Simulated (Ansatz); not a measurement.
**Ni2H: zone-centre modes under pressure**

Ni2H, P-3m1, a = 2.491 Å, c = 4.118 Å. The structure is a COD entry; whether it is the stable form wasn't checked. Ansatz: LDA, PAW, 420 eV, Γ-centred 18×18×10 mesh on 3 atoms, Fermi-Dirac smearing 0.15 eV; no spin polarisation. Cell and atoms are relaxed at each pressure with the symmetry kept; optical modes at Γ by linear response, in cm⁻¹, matched by rank (the highest 3 distinct ones).

```
P (GPa) V (Å³/atom)     ω1     ω2     ω3
      0        7.375  305.8  785.5  805.5
      2        7.316  311.3  799.4  821.9
      6        7.205      ?      ?      ?
```

Problem. Get each mode's Grüneisen parameter γ = −d ln ω/d ln V from the other rows and predict the missing frequencies.

Solution. ln(V/V0) = 0.0000, -0.0080, -0.0233; a line through ln(ω/ω0) of the 2 known rows gives ω1: γ = 2.228, predicted 322.1, computed 321.8; ω2: γ = 2.193, predicted 826.7, computed 825.9; ω3: γ = 2.519, predicted 854.2, computed 853.2. The worst miss is 0.1 %, or 2 % of the shift under pressure, so a constant γ serves at that level. In a metal these frequencies hang on the mesh and smearing.

Spin polarisation was left out, and a magnetic state may lie lower.